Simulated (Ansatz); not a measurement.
## AlRu (CsCl type): energy over volume and axial ratio

AlRu (CsCl type), conventional cell a = 2.9825 Å, b = 2.9825 Å, c = 2.9825 Å, α = 90.00°, β = 90.00°, γ = 90.00°. The calculation uses the primitive cell of 2 atoms, to which meshes and values per cell refer.

Two coordinates are scanned: the volume, and the ratio of the stretch along z (the conventional c axis) to the stretch across it. Atoms keep their fractional coordinates.

Computed with r2SCAN (plane waves to 500 eV, PAW, scalar-relativistic; Ansatz, a program for electronic structure). k mesh 16×16×16 (Γ-centred), Fermi-Dirac smearing 0.05 eV. E stands for the smeared free energy. Compression counts positive. With partly filled bands, the response to shear is sensitive to the k mesh, so small differences along c/a are uncertain. AlRu is run without spin polarisation. AlRu was relaxed with its symmetry unable to fall. ΔE is measured from the relaxed starting cell.

ΔE (eV/atom), with V/V₀ across and (c/a)/(c/a)₀ down:

```csv
(c/a)/(c/a)₀ \ V/V₀,0.920,0.947,0.973,1.000,1.027,1.053,1.080
0.920,0.113,0.072,0.047,0.039,0.043,0.059,0.084
0.947,0.087,0.047,0.024,0.016,0.022,0.038,0.065
0.973,0.072,0.033,0.011,0.004,0.010,0.027,0.054
1.000,0.068,0.029,0.007,0.000,0.006,0.024,0.051
1.027,0.072,0.033,0.011,0.004,0.010,0.027,0.054
1.053,0.084,0.044,0.021,0.014,0.019,0.036,0.063
1.080,0.102,0.061,0.038,0.029,0.034,0.050,0.077
```

σzz − σxx (GPa), with V/V₀ across and (c/a)/(c/a)₀ down:

| (c/a)/(c/a)₀ \ V/V₀ | 0.920 | 0.947 | 0.973 | 1.000 | 1.027 | 1.053 | 1.080 |
|---|---|---|---|---|---|---|---|
| 0.920 | 22.5 | 20.7 | 19.1 | 17.7 | 16.4 | 15.2 | 14.1 |
| 0.947 | 14.0 | 12.9 | 11.9 | 11.0 | 10.2 | 9.4 | 8.8 |
| 0.973 | 6.6 | 6.0 | 5.6 | 5.2 | 4.8 | 4.4 | 4.1 |
| 1.000 | 0.0 | 0.0 | 0.0 | 0.0 | 0.0 | 0.0 | 0.0 |
| 1.027 | -6.1 | -5.6 | -5.2 | -4.8 | -4.5 | -4.2 | -3.9 |
| 1.053 | -11.7 | -10.9 | -10.1 | -9.3 | -8.7 | -8.1 | -7.5 |
| 1.080 | -17.1 | -15.8 | -14.7 | -13.6 | -12.7 | -11.8 | -11.0 |

Summary:

The shear modulus C′ = (C11 − C12)/2 (fit, atoms clamped) comes out as 93 GPa. Lowest place on the grid: V/V₀ = 1.000, (c/a)/(c/a)₀ = 1.000 (0 meV/atom). Highest place on the grid: V/V₀ = 0.920, (c/a)/(c/a)₀ = 0.920 (113 meV/atom).

(Under strain, the slope of the energy per volume gives the stress and its curvature an elastic modulus.)
